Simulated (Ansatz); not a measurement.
Be₂C (antifluorite type, space group Fm-3m)

```
Be2C
1.0
    0.00000     2.16420     2.16420
    2.16420     0.00000     2.16420
    2.16420     2.16420     0.00000
Be C
2 1
Direct
  0.75000   0.75000   0.75000
  0.25000   0.25000   0.25000
  0.00000   0.00000   0.00000
```

The slice is a {100} plane (indices of the conventional cell) through the point (0.000, 0.000, 0.000) (fractional), spanned by u = [100] and v = [0 1 -1] in vectors of this cell: u (3.06 Å) and v (3.06 Å, at 90° to u). It covers one period; positions are fractions (u, v).

Calculation: PBE (plane waves to 420 eV, PAW, scalar-relativistic; Ansatz, an electronic-structure program). k mesh 13×13×13. Inside the PAW spheres the values are not all-electron values, and peaks at nuclei hang on which shells count as valence. Be2C was relaxed with its symmetry unable to fall.

Question: Sketch the electrostatic potential energy of an electron, from the cell's mean on this plane as a map.

Answer: 
```
|xxxxxxxx.---:...:---.xxxxxxx|
|xxxxxxxx:-=--:::--=-:xxxxxxx|
|xxxxxxx -=+=-----=+=- xxxxxx|
|xxxxxxx:=+++=====+++=:xxxxxx|
|xxxxxx.=****+++++****=.xxxxx|
|xxxxx.=*####*****####*=.xxxx|
|xxx :=*#%%%%#####%%%%#*=: xx|
| .:-=*#%%%%%%%%%%%%%%%#*=-:.|
|---=+*#%%@@@%%%%%@@@%%#*+=--|
|--=++*#%%@@@@@@@@@@@%%#*++=-|
|---=+*#%%@@@@@@@@@@@%%#*+=--|
|::--=+*#%%@@@@@@@@@%%#*+=--:|
|..:-=+*#%%@@@@@@@@@%%#*+=-:.|
|..:-=+*#%%@@@@@@@@@%%#*+=-:.|
|..:-=+*#%%@@@@@@@@@%%#*+=-:.|
|::--=+*#%%@@@@@@@@@%%#*+=--:|
|---=+*#%%@@@@@@@@@@@%%#*+=--|
|--=++*#%%@@@@@@@@@@@%%#*++=-|
|---=+*#%%@@@%%%%%@@@%%#*+=--|
| .:-=*#%%%%%%%%%%%%%%%#*=-:.|
|xxx :=*#%%%%#####%%%%#*=: xx|
|xxxxx.=*####*****####*=.xxxx|
|xxxxxx.=****+++++****=.xxxxx|
|xxxxxxx:=+++=====+++=:xxxxxx|
|xxxxxxx -=+=-----=+=- xxxxxx|
|xxxxxxxx:-=--:::--=-:xxxxxxx|
|xxxxxxxx.---:...:---.xxxxxxx|
|xxxxxxxx ---:...:--- xxxxxxx|
```
Scale: ten equal steps from 4.33 (start of ' ') to 10.24 (end of '@'), in the order ' .:-=+*#%@'. Values: electrostatic potential energy of an electron, from the cell's mean, in eV. The map has 28 points along u (one character each, u = 0 at the left) and 28 along v (v = 0 in the bottom row). Points within 0.8 Å of a nucleus are blanked (x), as the pseudised field means little there. The zero, the cell's mean, hangs on the PAW cores.
